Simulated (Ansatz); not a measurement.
A: VO2 (rutile), a = 4.536 Å, b = 4.536 Å, c = 2.802 Å, α = 90.00°, β = 90.00°, γ = 90.00°
B: Ru (hcp, Mg type), a = 2.692 Å, b = 2.692 Å, c = 4.246 Å, α = 90.00°, β = 90.00°, γ = 120.00°
C: CrCuO2 (delafossite type, space group R-3m), a = b = 2.964 Å, c = 16.920 Å, α = β = 90.00°, γ = 120.00°
D: SnP3 (space group R-3m), a = 7.3817 Å, b = 7.3817 Å, c = 10.2805 Å, α = 90.00°, β = 90.00°, γ = 120.00°

Scan: energy against volume (even scaling of the relaxed cell, symmetry kept). One method and one kind of scan serve all of them; meshes and ranges differ. All were relaxed with their symmetry unable to fall. CrCuO2 is run spin-polarised and with no Hubbard U. Relaxed CrCuO2 ends ferromagnetic. Relaxed VO2 ends ferromagnetic. Ru is run without spin polarisation. This is a high-temperature form of VO2. VO2 is run spin-polarised and with no Hubbard U. The magnetic order is the one the run started from; other orders were not tried. (This holds for the magnetic or f-shell members.)

Q: Order them by bulk modulus at fixed cell shape (fitted) (lowest first) at the level PBEsol (plane waves to 420 eV, PAW, scalar-relativistic; Ansatz, a quantum-chemistry and plane-wave program).

A: D (54.1 GPa), C (190 GPa), A (246 GPa), B (346 GPa)

(Under strain, the slope of the energy per volume gives the stress and its curvature an elastic modulus.)
